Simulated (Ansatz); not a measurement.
AlNi$_{3}$ (Cu3Au type, space group No. 221) at seven volumes, PBE in the plane-wave PAW code Ansatz, scaled uniformly. One row is withheld.

| V (Å³/atom) | P (GPa) |
|---|---|
| 10.323 | ? |
| 10.664 | 12.95 |
| 11.004 | 5.93 |
| 11.344 | -0.01 |
| 11.684 | -5.04 |
| 12.025 | -9.28 |
| 12.365 | -12.86 |

Question: Fit the shown pressures and predict the withheld one.

Answer: P = (3/2)B₀(x^(7/2) − x^(5/2))[1 + (3/4)(B′ − 4)(x − 1)] with x = (V₀/V)^(2/3). Least squares on the six rows gives V₀ = 11.343 Å³/atom, B₀ = 182 GPa, B′ = 4.62. At V = 10.323, x = 1.0648 and P = 21.33 GPa. The run itself gave 21.28 GPa.

Space group Pm-3m (Cu3Au type). The PBE relaxation kept the symmetry of its start. The final state is ferromagnetic, the only order run, not a proven ground state.

Potentials: the later of the program's two PAW sets.
